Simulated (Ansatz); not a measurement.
BN:
```
CELL_PARAMETERS angstrom
      0.00000     3.33235     2.16201
      1.25007     0.00000     2.16201
      1.25007     3.33235     0.00000
ATOMIC_POSITIONS crystal
  B  0.00011 0.00011 0.99989
  N  0.66659 0.66659 0.33341
```

Relaxed with r²SCAN+D4. Independent-particle spectrum: no excitons, no local fields, no scissors shift; 0.1 eV broadening; ε₁ of the summed bands alone.

### Question
Tabulate the dielectric function from DFT-r²SCAN+D4 in the program Ansatz with PAW potentials.

### Answer


```
E (eV)  ε₁ xx  ε₂ xx  ε₁ yy  ε₂ yy  ε₁ zz  ε₂ zz
------  -----  -----  -----  -----  -----  -----
0.0      4.33   0.00   2.66   0.00   4.36   0.00
0.4      4.34   0.00   2.66   0.00   4.37   0.00
0.8      4.36   0.00   2.67   0.00   4.40   0.00
1.2      4.41   0.00   2.68   0.00   4.44   0.00
1.6      4.47   0.00   2.69   0.00   4.51   0.00
2.0      4.56   0.00   2.72   0.00   4.61   0.00
2.4      4.68   0.00   2.74   0.00   4.73   0.00
2.8      4.84   0.00   2.78   0.00   4.90   0.00
3.2      5.05   0.00   2.82   0.00   5.12   0.00
3.6      5.34   0.00   2.87   0.00   5.43   0.00
4.0      5.75   0.00   2.94   0.00   5.87   0.00
4.4      6.37   0.00   3.03   0.00   6.55   0.00
4.8      7.47   0.00   3.17   0.00   7.82   0.00
5.2     10.64   1.33   3.47   0.06  11.76   2.13
5.6     10.72   5.94   3.58   0.43  10.70   7.34
6.0      9.38   9.08   3.71   0.78   5.63  10.46
6.4     -0.18  14.17   2.76   1.19   0.45  10.24
6.8     -2.19   6.37   2.81   0.65  -0.94   6.42
7.2     -1.38   4.06   2.96   0.48  -1.35   4.35
7.6     -0.75   2.85   3.13   0.40  -0.75   2.91
8.0     -0.23   2.11   3.35   0.35  -0.23   2.13
8.4      0.21   1.62   3.61   0.33   0.21   1.63
8.8      0.59   1.27   3.98   0.32   0.60   1.29
9.2      0.94   1.03   4.52   0.34   0.94   1.04
9.6      1.25   0.85   5.55   0.39   1.27   0.88
10.0     1.54   0.73   8.24   2.58   1.54   0.76
10.4     1.83   0.64   5.72   7.83   1.82   0.68
10.8     2.11   0.55   1.66   5.55   2.09   0.59
11.2     2.43   0.52   1.14   4.45   2.41   0.58
11.6     2.74   0.54   0.96   3.65   2.62   0.66
12.0     3.04   0.50   1.08   3.27   2.93   0.51
```

### Question
From ε at 5.4 eV (xx: 10.91 + 3.66i), find n, k, the normal reflectivity and the absorption coefficient.

### Answer
n = 3.35, k = 0.546, R = 30 %, α = 2kE/ħc = 300000 cm⁻¹.

With all bands, ε∞ without local fields is 4.39 (xx), 2.84 (yy), 4.43 (zz).

Space group Fmm2. The first step of the workflow began from a Materials Project structure, measured or hypothetical; the Crystallography Open Database copy checked does not list it. It is not the phase usual at ambient conditions (space group No. 186, 194, 216). Symmetry was held in the r²SCAN+D4 relaxation; whether a distortion lowers the energy is not shown.

Potentials: the later of the program's two PAW sets.
